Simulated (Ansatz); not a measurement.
Data:

SiGe:
```cif
data_GeSi
_chemical_formula_sum 'Ge1 Si1'
_space_group_name_H-M_alt 'P 1'
_space_group_IT_number 1
_cell_length_a 4.96948
_cell_length_b 4.96948
_cell_length_c 4.96948
_cell_angle_alpha 33.434
_cell_angle_beta 33.434
_cell_angle_gamma 33.434
loop_
_space_group_symop_operation_xyz
  'x, y, z'
loop_
_atom_site_label
_atom_site_type_symbol
_atom_site_fract_x
_atom_site_fract_y
_atom_site_fract_z
_atom_site_occupancy
Ge1 Ge 0.00000 0.00000 0.00000 1
Si1 Si 0.50000 0.50000 0.50000 1
```

This is the PBEsol-relaxed structure.

### Question
All from plane-wave PAW PBEsol (Ansatz code), unless another level is named. Give the bulk modulus (Birch–Murnaghan fit).

### Answer
81.2 GPa.

### Question
What about the highest zone-centre frequency?

### Answer
191 cm^-1.

Space group R-3m. The start of the workflow was typed in or built on a structure type; neither database checked (COD, Materials Project) lists it. Its standing as an ambient phase is unchecked. Symmetry was held in the PBEsol relaxation; of distortions, only those at the zone centre were tested, and some modes there are weakly imaginary. Its formation energy is positive at this level, so the cell may be metastable or incomplete. As this level gives no gap, phonon frequencies hold no LO–TO term and depend on the k-mesh and smearing (Fermi–Dirac, 0.1 eV here).

Potentials: the later of the program's two PAW sets.
